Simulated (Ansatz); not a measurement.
**CaPb (P4/mmm) as a metal**

```yaml
crystal:
  lattice:
    - [3.53234, 0.00000, 0.00000]
    - [0.00000, 3.53234, 0.00000]
    - [0.00000, 0.00000, 4.57907]
  atoms:
    - { symbol: Ca, position: [0.00000, 0.00000, 0.00000] }
    - { symbol: Pb, position: [0.50000, 0.50000, 0.50000] }
```

Unless marked otherwise, the numbers come from PBEsol, all-electron LAPW in Ansatz 0.2.0, scalar-relativistic. k mesh 12×12×8, fine mesh 16×16×12, Fermi-Dirac smearing of 0.050 eV, basis error target 1 meV/atom. The cell was relaxed by PAW under this functional. The structure is one entry of a database and needn't be the stable phase.

Levels and slopes are solved on a 16×16×12 mesh, and each state is taken as quadratic over its cell.

(1) What is the density of states at the Fermi level, and which bare Sommerfeld coefficient follows?

(2) What Drude plasma energy and σ/τ do the band velocities give?

(3) Which bands cross the Fermi level, and what do they carry?

(4) Map the plane k₃ = 1/2 of the mesh: how many bands lie under the Fermi level at each point, counted from the least on the plane?

(5) On PAW files the program sums the optical response inside the mesh cells, interband lines and its own Drude term. Where does ε₁ rise through zero (a sharp plasmon if ε₂ is small there), and how much light is reflected?

(6) What does PAW give for the same cell?

Answers

(1) N(E_F) = 0.344 states/eV/atom (both spins), so γ = (π²/3) k_B² N(E_F) = 0.811 mJ/(mol-atom K²) without electron-phonon or spin-fluctuation enhancement.

(2) (ħω_p,α)² = (e²/ε₀VN_k) Σ_nkσ (∂E/∂k_α)² δ(E − E_F) gives ħω_p = (7.24, 7.24, 3.28) eV along x, y, z, and σ/τ = ε₀ω_p² = 10.7×10²⁰ Ω⁻¹m⁻¹s⁻¹ along x. Weighted by the density of states, the mean Fermi speed is 1.05×10⁶ m/s; the surface has an area of 10.3 Å⁻² for each spin direction.

(3) 

```json
{"band": "1", "filled part": "0.84", "N (states/eV/cell)": "0.285", "speed (10⁶ m/s)": "1.06", "5th to 95th percentile": "0.28 to 1.44", "area (Å⁻²)": "4.33", "filling": "partly filled"}
{"band": "2", "filled part": "0.16", "N (states/eV/cell)": "0.403", "speed (10⁶ m/s)": "1.04", "5th to 95th percentile": "0.47 to 1.58", "area (Å⁻²)": "5.99", "filling": "partly filled"}
```

(4) k₁ runs to the right and k₂ upwards, each from −½ to ½ with 0 in the middle (the axes needn't be at right angles):
```
2222111111111222
2222111111111222
2222111111111222
1111111111111111
1111100000001111
1111100000001111
1111100000001111
1111100000001111
1111100000001111
1111100000001111
1111100000001111
1111111111111111
2222111111111222
2222111111111222
2222111111111222
2222111111111222
```

(5) 

* Fine mesh: 16, 16, 12
* Window top: 30 eV
* Line width: 0.25 eV
* Drude damping: 0.1 eV
* ε₁ rises through zero at x: 11 eV
* ε₂ there x: 0.5
* ε₁ rises through zero at z: 0.55, 11.39, 26.6 eV
* ε₂ there z: 23.36, 0.29, 1.57
* Plasma energy (x, y, z): 7.305, 7.305, 3.305 eV
* Reflectivity at 1 eV, x-polarised: 0.9035
* Reflectivity at 2 eV, x-polarised: 0.6702
* Reflectivity at 3 eV, x-polarised: 0.5015

The plasma energy here is the program's own sum at the run's smearing; it differs from the value above by up to 1 %, through mesh and smearing.

(6) N(E_F) = 0.344 states/eV/atom and ħω_p,x = 7.24 eV.

Keep in mind: no spin-orbit coupling on heavy atoms; these sums move with the mesh, by several per cent and more for small sheets; frozen-core PAW files fitted under PBE, their cores solved anew for the functional of the run.
